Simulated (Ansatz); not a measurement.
LaRu$_{2}$ (cubic Laves (MgCu2 type), space group No. 227) at seven volumes, the program Ansatz at the r²SCAN level (PAW), scaled uniformly. One row is withheld.

| V (Å³/atom) | P (GPa) |
|---|---|
| 17.145 | 17.53 |
| 17.710 | 10.74 |
| 18.276 | 4.95 |
| 18.841 | 0.00 |
| 19.406 | -4.22 |
| 19.971 | ? |
| 20.536 | -10.89 |

Question: Fit the shown pressures and predict the withheld one.

Answer: Third-order Birch–Murnaghan: P = (3/2)B₀(x^(7/2) − x^(5/2))[1 + (3/4)(B′ − 4)(x − 1)] with x = (V₀/V)^(2/3). Least squares on the six rows gives V₀ = 18.842 Å³/atom, B₀ = 151.9 GPa, B′ = 4.26. At V = 19.971, x = 0.9619 and P = -7.81 GPa. The run itself gave -7.82 GPa.

Space group Fd-3m (cubic Laves (MgCu2 type)). The workflow started from an entry of the Crystallography Open Database (COD). Whether it is the stable phase at ambient conditions was not checked. The r²SCAN relaxation kept the symmetry of its start; whether a distortion lowers the energy is not shown. The run is not spin-polarised. Spin–orbit coupling is left out wherever it is not named.

Potentials: the later of the program's two PAW sets.
